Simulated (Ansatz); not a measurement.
Here is the system:

GePt:
```cif
data_Ge4Pt4
_chemical_formula_sum 'Ge4 Pt4'
_space_group_name_H-M_alt 'Pnma'
_space_group_IT_number 62
_space_group_name_Hall '-P 2ac 2n'
_cell_length_a 5.77469
_cell_length_b 3.72008
_cell_length_c 6.11011
_cell_angle_alpha 90.000
_cell_angle_beta 90.000
_cell_angle_gamma 90.000
loop_
_atom_site_label
_atom_site_type_symbol
_atom_site_symmetry_multiplicity
_atom_site_Wyckoff_symbol
_atom_site_fract_x
_atom_site_fract_y
_atom_site_fract_z
_atom_site_occupancy
Ge1 Ge 4 c 0.18658 0.25000 0.41246 1
Pt1 Pt 4 c 0.00273 0.75000 0.19324 1
```

This is the r²SCAN-relaxed structure.

Task: All from DFT-r²SCAN in the program Ansatz with PAW potentials, unless another level is named. Estimate the electronic character.

Result: metallic (no gap).

Task: And the formation energy from the elements (no fitted shifts)?

Result: -0.47 eV/atom.

Task: Next, the density of states at the Fermi level?

Result: 0.23 states/eV per atom (mean over ±0.08 eV).

The r²SCAN relaxation kept the symmetry of its start. The run is not spin-polarised. The references are the lowest solids computed at this level, not always the standard phases. Scalar-relativistic: spin–orbit coupling is off unless named, which matters more the heavier the elements.

Potentials: the later of the program's two PAW sets.
